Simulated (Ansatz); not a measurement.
ZrO2:
```yaml
crystal:
  lattice:
    - [5.57672, 0.00000, 0.00000]
    - [0.00000, 3.34961, 0.00000]
    - [0.00000, 0.00000, 6.49821]
  atoms:
    - { symbol: Zr, position: [0.75216, 0.25000, 0.10854] }
    - { symbol: Zr, position: [0.24784, 0.75000, 0.89146] }
    - { symbol: Zr, position: [0.74784, 0.75000, 0.60854] }
    - { symbol: Zr, position: [0.25216, 0.25000, 0.39146] }
    - { symbol: O, position: [0.97672, 0.75000, 0.33992] }
    - { symbol: O, position: [0.02328, 0.25000, 0.66008] }
    - { symbol: O, position: [0.52328, 0.25000, 0.83992] }
    - { symbol: O, position: [0.47672, 0.75000, 0.16008] }
    - { symbol: O, position: [0.86057, 0.75000, 0.92418] }
    - { symbol: O, position: [0.13943, 0.25000, 0.07582] }
    - { symbol: O, position: [0.63943, 0.25000, 0.42418] }
    - { symbol: O, position: [0.36057, 0.75000, 0.57582] }
```

Relaxed with r²SCAN. DFT-r²SCAN in the program Ansatz with PAW potentials gives a gap of 3.45 eV.

Question: What gap does HSE06 give on the same cell (Ansatz, PAW)?

Answer: 4.44 eV, 0.99 eV more. The hybrid was solved on a coarser mesh and at special points; the gap given is the minimum over both.

```tsv
k	v1 r²SCAN	c1 r²SCAN	v1 HSE06	c1 HSE06
Γ	0.00	3.45	0.00	4.44
X	-0.38	4.23	___	___
Z	-0.40	4.25	___	___
U	-0.47	4.94	-0.47	6.04
Y	-0.77	5.03	___	___
S	-0.78	5.50	-0.81	6.65
T	-0.91	4.98	___	___
R	-0.81	5.67	-0.83	6.84
```

Question: Top valence (v1) and lowest conduction level (c1) in eV from each method's valence maximum (which need not be a listed point): supply the withheld HSE06 values.

Answer: 
- T, v1 HSE06: -0.92
- T, c1 HSE06: 6.09
- X, v1 HSE06: -0.40
- X, c1 HSE06: 5.27
- Y, v1 HSE06: -0.81
- Y, c1 HSE06: 6.16
- Z, v1 HSE06: -0.41
- Z, c1 HSE06: 5.26

Cost on shared cores: the r²SCAN run (SCF on a 5×8×5 mesh, then bands and DOS) very roughly 5 core-minutes, the HSE06 run (SCF on 3×5×3, then a few points) very roughly 8 core-minutes; the tasks are unlike.

Space group Pnma. The workflow started from a Materials Project entry (that database holds measured and hypothetical structures alike); the Crystallography Open Database copy checked does not list it. It is not the phase usual at ambient conditions (space group No. 14). Symmetry was held in the r²SCAN relaxation; whether a distortion lowers the energy is not shown. The run is not spin-polarised. Spin–orbit coupling is left out wherever it is not named.

Potentials: the later of the program's two PAW sets.
